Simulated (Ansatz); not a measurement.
These are results of DFT PBE, scalar-relativistic, plane waves, PAW, and for the lanthanide a 4f-in-core norm-conserving potential (Ansatz 0.2.0), not measurements. Settings: cutoff 630 eV, Γ-centred meshes spaced at most about 0.3 Å⁻¹, and about 0.25 Å⁻¹ or finer for metals (2π included), Gaussian smearing. No spin polarisation in the final relaxations.

Temperature and zero-point effects are left out.

Compare these two cells of DyGaH4, each relaxed at this level.

1.

```yaml
crystal:
  lattice:
    - [0.00000, 3.12094, 3.12094]
    - [3.12094, 0.00000, 3.12094]
    - [3.12094, 3.12094, 0.00000]
  atoms:
    - { symbol: Dy, position: [0.50000, 0.50000, 0.50000] }
    - { symbol: Ga, position: [0.75000, 0.75000, 0.75000] }
    - { symbol: H, position: [0.12994, 0.61019, 0.12994] }
    - { symbol: H, position: [0.61019, 0.12994, 0.12994] }
    - { symbol: H, position: [0.12994, 0.12994, 0.61019] }
    - { symbol: H, position: [0.12994, 0.12994, 0.12994] }
```

2.

```yaml
crystal:
  lattice:
    - [3.53596, 0.00000, 0.00000]
    - [-1.76798, 3.06223, 0.00000]
    - [0.00000, 0.00000, 5.78107]
  atoms:
    - { symbol: Dy, position: [0.00000, 0.00000, 0.50000] }
    - { symbol: Ga, position: [0.00000, 0.00000, 0.00000] }
    - { symbol: H, position: [0.33333, 0.66667, 0.31046] }
    - { symbol: H, position: [0.66667, 0.33333, 0.31046] }
    - { symbol: H, position: [0.66667, 0.33333, 0.68954] }
    - { symbol: H, position: [0.33333, 0.66667, 0.68954] }
```

Question: Which is lower in energy, and by how much?

Answer: Cell 2 is lower, by 0.38 eV/atom. Cell 1 has space group F-43m (No. 216), 10.1 Å³/atom and no gap on its mesh; cell 2 has space group P6/mmm (No. 191), 10.4 Å³/atom and no gap. Counting H atoms around Dy and Ga (those within 1.25 times the shortest such distance or 1.15 times the sum of covalent radii, 1.27 where that leaves under three; the shortest distance is added where it exceeds 1.18 times the sum of covalent radii), cell 1 has Dy 12, Ga 12 from 2.6 Å and cell 2 has Dy 12, Ga 12 from 2.7 Å. Even the lower one lies +0.03 eV/atom against the reference forms of the elements (uncorrected), a margin that errors in the energy of the gaseous reference can exceed. Both come from invented guesses.

The zero gap of F-43m may come from the functional, which often closes small gaps, or the cell may be a true semimetal. With hydrogen, zero-point motion can shift such differences by 10 meV/atom or more. Cells relaxed within their symmetry can be saddle points.

The lanthanide is trivalent by construction, without f bands, f moments or other valences.
